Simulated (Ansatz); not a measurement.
**Structure types of I at a series of pressures**

All-electron LAPW in Ansatz 0.2.0 under LDA, scalar-relativistic, energies extrapolated to zero smearing, no spin–orbit coupling; spin polarisation is left out. At each pressure a set of structure types was relaxed with symmetry kept. The table gives H = E + pV above the lowest type of that row in meV/atom (up to 5 of noise); a dash means not tried or turned into another type. Real phases may be missing from the set. k spacings are near 0.17 to 0.21 Å⁻¹, smearing 0.05 to 0.1 eV.

Task: Among fcc, beta tin, hcp, bcc, sc, simple hexagonal, which leads at 35, 150, 290 GPa?

Result: fcc at 35 GPa; fcc at 150 GPa; fcc at 290 GPa.

```csv
p (GPa),V of the lowest (Å³/atom),fcc,beta tin,hcp,bcc,sc,simple hexagonal
35,21.45,0,685,74,129,958,–
150,15.27,0,1659,133,351,–,1521
290,12.68,0,2334,151,438,3657,–
```
